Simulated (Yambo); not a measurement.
BSE-type run in Yambo on NH₄Br (space group P-43m, No. 215), at zero momentum.

Quantum ESPRESSO step (PBEsol, PseudoDojo standard norm-conserving files, scalar-relativistic):
```
&CONTROL
  calculation = 'nscf'
  pseudo_dir = './pseudo'
  outdir = './out'
/
&SYSTEM
  ibrav = 0
  nat = 6
  ntyp = 3
  ecutwfc = 84.0
  ecutrho = 336.0
  occupations = 'fixed'
  force_symmorphic = .true.
  nbnd = 35
/
&ELECTRONS
  conv_thr = 6.000000000000001e-09
  diago_full_acc = .true.
  diago_thr_init = 1e-08
/
ATOMIC_SPECIES
H 1.0080 H.upf
N 14.0070 N.upf
Br 79.9040 Br.upf
CELL_PARAMETERS angstrom
  4.000100000000   0.000000000000   0.000000000000
  0.000000000000   4.000100000000   0.000000000000
  0.000000000000   0.000000000000   4.000100000000
ATOMIC_POSITIONS crystal
H   0.149210000000   0.149210000000   0.850790000000
H   0.149210000000   0.850790000000   0.149210000000
H   0.850790000000   0.850790000000   0.850790000000
H   0.850790000000   0.149210000000   0.149210000000
N   0.000000000000   0.000000000000   0.000000000000
Br   0.500000000000   0.500000000000   0.500000000000
K_POINTS automatic
8 8 8 0 0 0
```

Yambo input:
```
rim_cut
optics
bse
bss
dipoles
em1s
RandQpts= 1000000
RandGvec= 1 Ry
FFTGvecs= 40 Ry
Chimod= "HARTREE"
BSKmod= "SEX"
BSEmod= "resonant"
BSSmod= "hs"
BSENGexx= 15 Ry
BSENGBlk= 3 Ry
% BSEQptR
 1 | 1 |
%
% BSEBands
 6 | 11 |
%
% BEnRange
 0.0 | 9.2 | eV
%
% BDmRange
 0.15 | 0.15 | eV
%
BEnSteps= 184
% BLongDir
 1.0 | 0.0 | 0.0 |
%
BSHayTrs= -0.02
BSSNEig= 24
WRbsWF
% BndsRnXs
 1 | 30 |
%
NGsBlkXs= 3 Ry
% LongDrXs
 1.0 | 1.0 | 1.0 |
%
```

From the report:

The dimension is k points × valence × conduction bands = 512 × 3 × 3 = 4608.
```
  [SLEPC] Approach                          : Krylov-Schur
  [SLEPC] Number of requested eigenvalues   :  24
  [SLEPC] Number of eigenvalues        [NEV]:  24
   [K] Dimension                                    :   4608
   [K] Bands                                        :   6  11
   [K] Exchange res                                 : yes
   [K] Correlation res                              : yes
   [K] W interaction is bare                        : no
   [K] RL vectors exchange                          :   461
   [K] RL vectors correlation                       :   57
   [W] Matrix size                                  :   57
   [W] Bands                                        :   1  30
   [W] Coulomb Cutoff                               : none
   [W] Hxc Kernel                                   : HARTREE
```

Spin-orbit coupling is not included.

Geometry of the Materials Project entry, not relaxed at this level.
